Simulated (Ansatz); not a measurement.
Ansatz 0.2.0, settings compared: Rb₂YbSn₂

input.yaml:

```yaml
crystal:
  lattice:
    - [0.0, 5.238732, 0.0]
    - [5.238732, 0.0, 0.0]
    - [2.619366, 2.619366, -5.996975]
  atoms:
    - { symbol: Rb, position: [0.75, 0.25, 0.5] }
    - { symbol: Rb, position: [0.25, 0.75, 0.5] }
    - { symbol: Yb, position: [0.0, 0.0, 0.0] }
    - { symbol: Sn, position: [0.375, 0.375, 0.25] }
    - { symbol: Sn, position: [0.625, 0.625, 0.75] }
  symmetry: { tolerance: 0.0003 }
kpoints:
  mp_grid: { grid: [4, 4, 4], shift: [0, 0, 0] }
magnetization:
  spin_polarized: false
scf:
  occupations: { method: fermi_dirac }
hamiltonian:
  pseudopotentials: { kind: paw }
  xc: r2scan
basis:
  ecutwfc: 500
output:
  forces: true
  stress: true
  eigenvalues: true
  write_density: true
  write_potential: true
  elf: true
  volumetric_format: npy
```

Launch command:

```bash
ansatz run input.yaml --threads 1 --pin off --max-ram 2560MiB --backend cpu --events-out ev --progress --plain --runs-dir out
```

Origin of the cell: a known structure type with other elements, at an estimated volume, so it need not be a known compound.

The smearing width isn't typed, so it takes its default of 0.1 eV.

Output of this run (shortened):

```
Pseudopotentials: kind: paw
Pseudopotential: Rb, paw, valence charge 9, recommended cutoff 500 eV (meta_gga), Rb.paw.azcp
Pseudopotential: Yb, paw, valence charge 24, recommended cutoff 500 eV (meta_gga), Yb.paw.azcp
Pseudopotential: Sn, paw, valence charge 14, recommended cutoff 500 eV (meta_gga), Sn.paw.azcp
Functional definition: r2SCAN
  exchange = r2scan_x(k0 = k0, k1 = k1, a1 = a1)
  correlation = r2scan_c
Crystal: 5 atoms, lattice volume = 164.583 Å³
Basis set: ecut = 500 eV, 4197 PW (Γ), exchange–correlation on 160×160×216 points (64 copies of the dense FFT grid, shifted against one another)
Bands: 42, of which v1, the nominal top of the filled ones, is band 35 counted from 1 (34 counted from 0)
Symmetry: 16 space group operations
[… 11 lines left out …]
Initial density: superposition of atomic densities (neutral atoms: chi_scale 0, normalization atom), corrected by the library's trained network
Functional: x = r2scan, c = r2scan; τ floored in thin density (d = 2e-4 eV/Å³)
SCF iter   1: F=—  HF=-32435.469642 eV  Δρ=1.40e-2  dr2=3.16e-1  dr2_τ=2.08e-2
SCF iter   2: F=—  HF=-32437.201614 eV  Δρ=2.41e-1  dr2=1.04e2  dr2_τ=2.77e-2  recentre
SCF iter   3: F=—  HF=-32435.543994 eV  Δρ=1.33e-2  dr2=2.87e-1  dr2_τ=5.67e-3
SCF iter   4: F=—  HF=-32435.502400 eV  Δρ=1.13e-2  dr2=2.13e-1  dr2_τ=1.11e-3
SCF iter   5: F=—  HF=-32435.472842 eV  Δρ=5.50e-3  dr2=5.50e-2  dr2_τ=3.79e-4
[… 6 lines left out …]
SCF iter  12: F=—  HF=-32435.470335 eV  Δρ=3.03e-4  dr2=1.34e-4  dr2_τ=2.58e-7
SCF iter  13: F=—  HF=-32435.470303 eV  Δρ=1.27e-4  dr2=2.25e-5  dr2_τ=2.84e-8
SCF iter  14: F=—  HF=-32435.470340 eV  Δρ=1.34e-5  dr2=5.84e-7  dr2_τ=5.81e-9
SCF iter  15: F=—  HF=-32435.470340 eV  Δρ=9.39e-6  dr2=1.56e-7  dr2_τ=7.99e-10
SCF iter  16: F=-32435.470340 eV  HF=-32435.470340 eV  Δρ=2.76e-6  dr2=1.39e-8  dr2_τ=1.98e-10
SCF 1 converged in 16 iterations: F = -32435.470340 eV  dr2 = 1.39e-8
SCF converged after 16 iterations
Free energy (F): -32435.470340 eV
Harris-Foulkes:  -32435.470340 eV  (|F-HF|=1.10e-8)
Internal energy: -32435.321762 eV  (E = F + TS)
E sigma→0 (E₀):  -32435.396051 eV
Entropy (-TS):   -0.148578 eV (-29.716 meV/atom)
Fermi energy:    8.940967 eV
--- Per-component energies (eV) ---
  E_band       = -388.433697
  E_kinetic    = 1120.772624
  E_local      = -9913.578268  (includes V_loc(G=0)·N_el)
  E_nonlocal   = 837.778008
  E_hartree    = 4476.271630
  E_xc         = -1161.245323
  E_vxc        = -741.662822  (∫ρ·V_xc dr)
  E_paw        = -20954.875138  (= ΣΔE_a)
  E_vpaw       = -687.575456  (= ΣTr[D̂ρ^β])
  E_aug_tail   = 0.000000  (compensation charges beyond the density's cutoff)
  E_vtau       = 43.301841  (kinetic-family band-sum trace: ∫τ·v_τ [+ j·A + Jᵃ·Aᵃ] dr)
  E_ewald      = -6842.471287
  E_core_change = 2.025991  (= ΣΔE_core)
  E_smearing   = -0.148578  (= −TS)
  Σ components = -32435.470340   (vs F -32435.470340, Δ=0.00e0)
--- Forces (eV/Å), atoms counted from 1 ---
  atom   1  Rb     0.000000     0.000000    -0.000000
  atom   2  Rb     0.000000     0.000000    -0.000000
  atom   3  Yb    -0.000000     0.000000     0.000000
  atom   4  Sn     0.000000     0.000000     3.917546
  atom   5  Sn     0.000000     0.000000    -3.917546
  max |Σ_I F_I| component: 0.0 eV/Å
--- Stress (GPa, compression-positive) ---
       11.112567       0.000000       0.000000
        0.000000      11.112567       0.000000
        0.000000       0.000000       7.685923
  P = ⅓ Tr σ = 9.9704 GPa (99.704 kbar)
```

The same input was run again with these changes:

1. `scf.mixing.preconditioner` default → local_kerker
2. `scf.initial_density.chi_scale` default → 0.3; `basis.ecutwfc` 500 → "800 eV"; `scf.convergence.dr2_threshold` default → 1.0e-06
3. `basis.ecutwfc` 500 → "40.4 Ry"
4. `scf.mixing.preconditioner` default → ldos

| run | end | SCF iterations | P (GPa) | max force component (eV/Å) | moment (μB) | ΔE(σ→0) (meV/atom) |
| --- | --- | --- | --- | --- | --- | --- |
| base | converged | 16 | 9.97 | 3.918 | – | 0 |
| 1 | converged | 15 | 9.97 | 3.918 | – | 0.00 |
| 2 | converged | 17 | 9.97 | 3.917 | – | -1.50 |
| 3 | converged | 16 | 9.97 | 3.917 | – | -0.34 |
| 4 | converged | 18 | 9.97 | 3.918 | – | 0.00 |

Energies are compared only where functional, datasets, charge and starting cell are the same.

Caveats of the base run: f shells without a U or exact exchange are poorly placed; no spin polarisation, so a magnetic state may lie lower; no spin-orbit coupling, though heavy elements are present; the k mesh is coarse if the cell is a metal.

Run 2: the SCF threshold is loose for forces.

The base run took 26 s on 1 thread of Arm Neoverse V1, on a shared host, peak memory 0.83 GiB, from the program's own first density.
